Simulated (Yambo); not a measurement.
Yambo run on LiBH4 (space group P6_3mc, No. 186). The wavefunctions come from this Quantum ESPRESSO step (PBEsol, PseudoDojo standard norm-conserving files, scalar-relativistic):

```
&CONTROL
  calculation = 'nscf'
  pseudo_dir = './pseudo'
  outdir = './out'
/
&SYSTEM
  ibrav = 0
  nat = 12
  ntyp = 3
  ecutwfc = 76.0
  ecutrho = 304.0
  occupations = 'fixed'
  force_symmorphic = .true.
  nbnd = 180
/
&ELECTRONS
  conv_thr = 1.2000000000000002e-08
  diago_full_acc = .true.
  diago_thr_init = 1e-08
/
ATOMIC_SPECIES
H 1.0080 H.upf
Li 6.9400 Li.upf
B 10.8100 B.upf
CELL_PARAMETERS angstrom
  4.179999919000   0.000000000000   0.000000000000
 -2.089999959000   3.619986117000   0.000000000000
  0.000000000000   0.000000000000   6.709920000000
ATOMIC_POSITIONS crystal
H   0.333333333000   0.666666667000   0.376310000000
H   0.666666667000   0.333333333000   0.876310000000
H   0.174674500000   0.349349000000   0.618330000000
H   0.825325500000   0.174674500000   0.118330000000
H   0.650651000000   0.825325500000   0.618330000000
H   0.825325500000   0.650651000000   0.118330000000
H   0.174674500000   0.825325500000   0.618330000000
H   0.349349000000   0.174674500000   0.118330000000
Li   0.333333333000   0.666666667000   0.005880000000
Li   0.666666667000   0.333333333000   0.505880000000
B   0.333333333000   0.666666667000   0.557790000000
B   0.666666667000   0.333333333000   0.057790000000
K_POINTS automatic
3 3 2 0 0 0
```

Yambo input:

```
rim_cut
gw0
dyson
el_el_corr
HF_and_locXC
ppa
em1d
RandQpts= 1000000
RandGvec= 1 Ry
EXXRLvcs= 76 Ry
VXCRLvcs= 304 Ry
Chimod= "HARTREE"
% BndsRnXp
 3 | 179 |
%
NGsBlkXp= 8 Ry
% LongDrXp
 1.0 | 1.0 | 1.0 |
%
PPAPntXp= 27.2114 eV
% GbndRnge
 1 | 179 |
%
GTermKind= "BG"
DysSolver= "n"
ExtendOut
% QPkrange
 1 | 1 | 10 | 11 |
 2 | 2 | 10 | 11 |
 5 | 5 | 10 | 11 |
 6 | 6 | 10 | 11 |
%
```

k points by index: 1 = Γ, 2 = A, 5 = K, 6 = H.

Table of the .qp output:

```
#    K-point    Band    Eo [eV]    E [eV]    E-Eo [eV]    Vxc [eV]    Vnlxc [eV]    Sc|Eo [eV]    Sc|E [eV]    dSc/dw|Eo [eV]    Re(Z)    Im(Z)
#
    1    10    0.000000    -1.875203    -1.875203    -12.66085    -16.77714    1.799239    2.241091    -6.411345    0.809313    -0.001381
    1    11    6.986768    7.947966    0.961197    -8.638138    -4.167511    -3.328345    -3.509430    -5.125824    0.841487    -0.001217
    2    10    -0.248267    -2.145882    -1.897614    -12.58277    -16.71759    1.792897    2.237207    -6.370878    0.810288    -0.001378
    2    11    7.315973    8.321855    1.005883    -8.214961    -3.829629    -3.197774    -3.379449    -4.914092    0.847033    -0.001210
    5    10    -0.559884    -2.460369    -1.900485    -12.09107    -16.22825    1.791395    2.236695    -6.375419    0.810178    -0.001405
    5    11    6.606134    7.474775    0.868641    -6.778215    -2.757970    -3.009437    -3.151604    -4.452965    0.859368    -0.001131
    6    10    -0.197582    -2.077692    -1.880110    -12.54568    -16.65264    1.785442    2.226853    -6.388219    0.809870    -0.001384
    6    11    7.381148    8.453045    1.071897    -7.441974    -3.013301    -3.171350    -3.356775    -4.706658    0.852538    -0.001196
```
(The two width columns are left out.) Convergence of these settings isn't established.

Geometry of the Materials Project entry, not relaxed at this level.

The structure is a Materials Project entry; no match was found in the copy of COD used, and its stability was not checked.
